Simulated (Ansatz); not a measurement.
Theory: DFT PBE, scalar-relativistic, plane waves, PAW in Ansatz. Settings: cutoff 420 eV, Γ-centred meshes spaced at most about 0.3 Å⁻¹, and about 0.25 Å⁻¹ or finer for metals (2π included), Gaussian smearing. No spin polarisation in the final relaxations.

All energies are static (0 K, no zero-point motion).

Two forms of Hf₃Br were relaxed alike.

A.

```
Hf Br
1.0
     3.28586    0.00000    0.00000
     0.00000    3.28586    0.00000
     0.00000    0.00000    9.33380
Hf Br
3 1
Cartesian
  1.6429 1.6429 7.3024
  1.6429 1.6429 2.0314
  0.0000 0.0000 0.0000
  1.6429 1.6429 4.6669
```

B.

```
Hf Br
1.0
    -2.88352    2.88352    2.88352
     2.88352   -2.88352    2.88352
     2.88352    2.88352   -2.88352
Hf Br
3 1
Direct
  0.00000 0.50000 0.50000
  0.50000 0.00000 0.50000
  0.50000 0.50000 0.00000
  0.00000 0.00000 0.00000
```

Question: Which form is favoured at zero pressure, and by what margin per atom?

Answer: A is lower, by 0.82 eV/atom. A has space group P4/mmm (No. 123), 25.2 Å³/atom and no gap on its mesh; B has space group Im-3m (No. 229), 24.0 Å³/atom and no gap. Counting Hf atoms around Br (those within 1.25 times the shortest such distance or 1.15 times the sum of covalent radii), A has Br 2 and B has Br 6. The lower one is the more open, so pressure narrows the difference. Both come from invented guesses. A third cell relaxed alike, in P-6m2, lies 30 meV/atom below the lower of the two.

These runs have no spin–orbit coupling, which can matter for Hf. In P4/mmm, Im-3m an odd number of electrons in the primitive cell allows no gap without spin; a larger cell or a magnetic state could open one. A magnetic state wasn't ruled out in cells without spin, among them P4/mmm, Im-3m. Cells relaxed within their symmetry can be saddle points.
